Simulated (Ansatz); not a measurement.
# Relaxation path: Hf (hcp type)

DFT, LDA, PAW with Ansatz's default frozen-core files, scalar-relativistic (Ansatz 0.2.0); a Γ-centred 16×16×9 k mesh, Fermi–Dirac smearing of 0.1 eV, no spin polarisation. The run relaxes shape and atoms at held volume.

Command: `ansatz run input.yaml --threads 1 --pin off --max-ram 2048MiB --backend cpu --events-out ev --progress --plain --runs-dir out` It took 29 s on 1 thread of Arm Neoverse V1 (shared host), peak memory 0.39 GiB.

PAW: frozen-core files, cutoff 420 eV; forces are relaxed below 0.005 eV/Å.

Each step lists its free energy a cell above the last geometry, the pressure, the cell vectors (Å), and Cartesian positions (Å) with forces (eV/Å).

The first step:

```
step 1  dF = 53.77 meV  P = 89.6 GPa
  cell 2.7413 0.0000 0.0000  -1.3707 2.3740 0.0000  0.0000 0.0000 4.3525
  Hf 0.0000 1.5827 1.0881   0.0000 0.0000 0.0000
  Hf 1.3707 0.7913 3.2644   0.0000 0.0000 0.0000
```

Spin–orbit coupling is left out, which matters for the heavy atoms. The PAW files were made under PBE. The structure type is held throughout; the real material can change phase at far lower pressure.

The symmetry of the start is kept and no stability test is made, so the end need not be the stable phase.

Problem. Where does the relaxation end, and by which steps?

Solution. After 3 geometries, with conventional a, b, c = 2.683, 2.683, 4.545 Å, at 14.163 Å³/atom and 87.2 GPa in space group P6_3/mmc, with a shortest distance of 2.683 Å. The further steps:
```
step 2  dF = 0.46 meV  P = 87.4 GPa
  cell 2.6879 0.0000 0.0000  -1.3439 2.3278 0.0000  0.0000 0.0000 4.5272
  Hf 0.0000 1.5519 1.1318   0.0000 0.0000 0.0000
  Hf 1.3439 0.7759 3.3954   0.0000 0.0000 0.0000
step 3  dF = 0.00 meV  P = 87.2 GPa
  cell 2.6826 0.0000 0.0000  -1.3413 2.3232 0.0000  0.0000 0.0000 4.5451
  Hf 0.0000 1.5488 1.1363   0.0000 0.0000 0.0000
  Hf 1.3413 0.7744 3.4089   0.0000 0.0000 0.0000
step 4  dF = -0.07 meV  P = 87.2 GPa  (same geometry on a basis chosen anew; earlier energies don't compare to the last digit)
  cell 2.6826 0.0000 0.0000  -1.3413 2.3232 0.0000  0.0000 0.0000 4.5451
  Hf 0.0000 1.5488 1.1363   0.0000 0.0000 0.0000
  Hf 1.3413 0.7744 3.4089   0.0000 0.0000 0.0000
```
